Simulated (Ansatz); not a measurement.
Ag (simple hexagonal, space group No. 191) at seven volumes, DFT-PBEsol in the program Ansatz with PAW potentials, shape and atoms relaxed at each. One row is withheld.

```csv
V (Å³/atom),P (GPa)
16.470,12.30
17.013,7.37
17.556,3.32
18.099,0.00
18.642,?
19.185,-4.95
19.728,-6.75
```

**Question.** Fit the shown pressures and predict the withheld one.

**Answer.** Third-order Birch–Murnaghan: P = (3/2)B₀(x^(7/2) − x^(5/2))[1 + (3/4)(B′ − 4)(x − 1)] with x = (V₀/V)^(2/3). Least squares on the six rows gives V₀ = 18.099 Å³/atom, B₀ = 100.0 GPa, B′ = 5.64. At V = 18.642, x = 0.9805 and P = -2.72 GPa. The run itself gave -2.73 GPa.

Space group P6/mmm (simple hexagonal). The start of the workflow was typed in or built on a structure type; neither database checked (COD, Materials Project) lists it. It is not the phase usual at ambient conditions (space group No. 225). The cell was relaxed with PBEsol under the symmetry of its start. At this level the phase is mechanically unstable. No spin polarisation was allowed.

Potentials: the later of the program's two PAW sets.
